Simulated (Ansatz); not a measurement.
SrHg (CsCl type, Pm-3m), PBEsol in the plane-wave PAW code Ansatz, all energies at zero smearing, with the estimated change up to a 700 eV cutoff added, with one set of potentials and settings (totals compare only within such a set). Cell of 2 atoms (1 Hg, 1 Sr): -17161.383 eV.

| element | reference phase | E (eV/atom) |
|---|---|---|
| Hg | R-3m, 1 atoms in the cell | -13668.0149 |
| Sr | Fm-3m, 1 atoms in the cell | -3492.2134 |

Formation energy per atom, worked out: (-17161.383 − 1×(-13668.0149) − 1×(-3492.2134))/2 = -0.577 eV/atom (-56 kJ per mol of atoms), at 0 K, without zero-point energy or fitted corrections.

The workflow started from an entry of the Crystallography Open Database (COD). Whether it is the stable phase at ambient conditions was not checked. The PBEsol relaxation kept the symmetry of its start; whether a distortion lowers the energy is not shown. The references are the lowest solids computed at this level, not always the standard phases. Scalar-relativistic: spin–orbit coupling is off unless named, which matters more the heavier the elements.

Potentials: the later of the program's two PAW sets.
